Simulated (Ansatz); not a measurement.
The end point of a relaxation of CsSnI3. Space group Pnma (No. 62), AFLOW prototype AB3C_oP20_62_c_cd_a (as in CaTiO3). Computed with PBEsol (plane waves to 420 eV, PAW, scalar-relativistic; Ansatz, an electronic-structure program).

```cif
data_Cs4I12Sn4
_chemical_formula_sum 'Cs4 Sn4 I12'
_space_group_name_H-M_alt 'P 1'
_space_group_IT_number 1
_cell_length_a 8.78046
_cell_length_b 12.24472
_cell_length_c 8.37621
_cell_angle_alpha 90.000
_cell_angle_beta 90.000
_cell_angle_gamma 90.000
loop_
_space_group_symop_operation_xyz
  'x, y, z'
loop_
_atom_site_label
_atom_site_type_symbol
_atom_site_fract_x
_atom_site_fract_y
_atom_site_fract_z
_atom_site_occupancy
Cs1 Cs 0.43156 0.75000 0.97613 1
Cs2 Cs 0.93156 0.75000 0.52387 1
Cs3 Cs 0.56844 0.25000 0.02387 1
Cs4 Cs 0.06844 0.25000 0.47613 1
Sn1 Sn 0.00000 0.50000 0.00000 1
Sn2 Sn 0.50000 0.00000 0.50000 1
Sn3 Sn 0.00000 0.00000 0.00000 1
Sn4 Sn 0.50000 0.50000 0.50000 1
I1 I 0.00210 0.75000 0.06280 1
I2 I 0.50210 0.75000 0.43720 1
I3 I 0.99790 0.25000 0.93720 1
I4 I 0.49790 0.25000 0.56280 1
I5 I 0.29748 0.03171 0.19857 1
I6 I 0.79748 0.46829 0.30143 1
I7 I 0.70252 0.53171 0.80143 1
I8 I 0.20252 0.96829 0.69857 1
I9 I 0.70252 0.96829 0.80143 1
I10 I 0.20252 0.53171 0.69857 1
I11 I 0.29748 0.46829 0.19857 1
I12 I 0.79748 0.03171 0.30143 1
```

Task: What is the computed band gap (PBEsol)?

Result: 0.56 eV, direct at Γ (no spin-orbit coupling).

No spin polarisation in the result. Without spin-orbit coupling the bands of the heavy element are not split, so the gap can be far off.

The run could not lose the symmetry of its start.

The first start was generated by placing the elements on the sites of a structure type. A measured structure of CsSnI3 has the same space group, Pnma (No. 62); the sites were not compared with it.
